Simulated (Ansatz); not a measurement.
Tc:
```
Tc
1.0
   -1.54017     1.54017     1.54017
    1.54017    -1.54017     1.54017
    1.54017     1.54017    -1.54017
Tc
1
Cartesian
  0.00000   0.00000   0.00000
```

Relaxed with PBE. Special points in fractions of this cell's reciprocal vectors: Γ (0.000, 0.000, 0.000); H (0.500, -0.500, 0.500); N (0.000, 0.000, 0.500); P (0.250, 0.250, 0.250).

Q: List the band energies nearest the Fermi level at these points for PBE in the plane-wave PAW code Ansatz.

A: In eV from the Fermi level; about four levels below and three above (degenerate sets whole), none deeper than 8.9 eV; … stands for higher levels left out; points with the same levels are listed once.

```csv
k,below,above
Γ,-7.85 -2.35 -2.35 -2.35,…
H,-6.14 -6.14,…
N,-6.02 -4.25,0.54 1.09 …
P,-3.46 -3.46 -3.46,…
```

Space group Im-3m (bcc (W type)). The cell is a constructed one: a structure type filled with these elements; neither database checked (COD, Materials Project) lists it. It is not the phase usual at ambient conditions (space group No. 194). The cell was relaxed with PBE under the symmetry of its start. At this level the phase is mechanically unstable. The run is not spin-polarised. Scalar-relativistic: spin–orbit coupling is off unless named, which matters more the heavier the elements.

Potentials: the later of the program's two PAW sets.
